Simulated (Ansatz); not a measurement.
Relaxed candidate structures of Ta2Se:

A. I4/mmm (No. 139), tI12; a = b = 3.361 Å, c = 21.365 Å, α = β = γ = 90.00°; Se 4e (0.000, 0.000, 0.081); Ta 4e (0.000, 0.000, 0.362); Ta 4e (0.000, 0.000, 0.214)

B. P4/nmm, origin choice 1 (No. 129), tP6; a = b = 3.367 Å, c = 10.001 Å, α = β = γ = 90.00°; Se 2c (0.500, 0.000, 0.360); Ta 2c (0.000, 0.500, 0.239); Ta 2c (0.500, 0.000, 0.076)

Question: Order them by energy per atom (lowest first) at the level r2SCAN+rVV10 (plane waves to 500 eV, PAW, scalar-relativistic; Ansatz, a first-principles code).

Answer: B (reference, the lowest of the structures calculated here), A (+0.02 eV/atom)

1 run with a doubtful electronic state, a coarser numerical grid, an end not at rest or a source that can't be used is left out. Each run could gain symmetry but not lose that of its start, so entries can be saddle points. From databases, or of a type measured for this composition: P4/nmm, tP6; the others are generated cells (placed on structure types, drawn at random, substituted or restacked) that were not matched to a known phase here. Energies are at zero temperature and pressure, without zero-point motion. No spin polarisation in the result.
